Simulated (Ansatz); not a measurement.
SiMo₃:
```xyz
8
Lattice="4.8830 0.0000 0.0000 0.0000 4.8830 0.0000 0.0000 0.0000 4.8830" Properties=species:S:1:pos:R:3 pbc="T T T"
Si     2.4415     2.4415     2.4415
Si     0.0000     0.0000     0.0000
Mo     0.0000     2.4415     1.2208
Mo     0.0000     2.4415     3.6623
Mo     1.2208     0.0000     2.4415
Mo     3.6623     0.0000     2.4415
Mo     2.4415     1.2208     0.0000
Mo     2.4415     3.6623     0.0000
```

Relaxed with r²SCAN.

Q: Map the electron localisation function on the plane through (0.500, 0.500, 0.500) spanned by u = [1, 0, 0] and v = [0, 1, 0] in lattice vectors, from DFT-r²SCAN in the program Ansatz with PAW potentials.

A: x is the fraction of u, y of v (the angle between them is 90°; rows are the nearest grid lines); atoms in the plane: Si at (0.00, 0.00), Mo at (0.75, 0.50), Mo at (0.25, 0.50).
```
|7204887532222222357884027|
|2114887532222222357884112|
|0136887542222222457886310|
|4467876543222223456787644|
|8887765544333334455677888|
|8875433344444444433345788|
|7642000112455542110002467|
|5410001100244420011000145|
|3200256531023201356520023|
|2114799974112114799974112|
|2247999997312137999997422|
|2369964699622269964699632|
|2369964699622269964699632|
|2247999997312137999997422|
|2114799974112114799974112|
|3200256531023201356520023|
|5410001100244420011000145|
|7642000112455542110002467|
|8875433344444444433345788|
|8887765544333334455677888|
|4467876543222223456787644|
|0136887542222222457886310|
|2114887532222222357884112|
|7204887532222222357884027|
```
Scale: ten equal steps from 0.162 (start of '0') to 0.750 (end of '9'), in the order '0123456789'; x runs from 0.000 to 1.00, y from 0.000 (bottom) to 1.00 (top).

The density is the valence pseudo-density with augmentation charge, so density and ELF within about 1 Å of a nucleus are not all-electron values.

Space group Pm-3n (A15 (Cr3Si type)). The cell was relaxed with r²SCAN under the symmetry of its start. The run is not spin-polarised.

Potentials: the later of the program's two PAW sets.
